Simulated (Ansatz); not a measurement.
Ca (body-centred tetragonal, I4/mmm) under volume change, plane-wave PAW PBEsol (Ansatz code), shape and atoms relaxed at each volume.

| V (Å³/atom) | E − E(relaxed) (meV/atom) | P (GPa) |
|---|---|---|
| 36.756 | ___ | ___ |
| 37.967 | 8.6 | 1.16 |
| 39.179 | 2.2 | 0.57 |
| 40.391 | 0.0 | 0.01 |
| 41.603 | 1.8 | -0.48 |
| 42.814 | ___ | ___ |
| 44.026 | 15.4 | -1.29 |

Problem. What belongs in the gaps?

Solution. 
- 42.814, E − E(relaxed) (meV/atom): 7.1
- 42.814, P (GPa): -0.91
- 36.756, E − E(relaxed) (meV/atom): 19.7
- 36.756, P (GPa): 1.79

Problem. What does a third-order Birch–Murnaghan fit give for V₀, B₀ and B′?

Solution. V₀ = 40.44 Å³/atom, B₀ = 17.0 GPa, B′ = 2.3.

The workflow started from a Materials Project entry (that database holds measured and hypothetical structures alike); the Crystallography Open Database copy checked does not list it. It is not the phase usual at ambient conditions (space group No. 225). The cell was relaxed with PBEsol under the symmetry of its start. At this level the phase is mechanically unstable.

Potentials: the later of the program's two PAW sets.
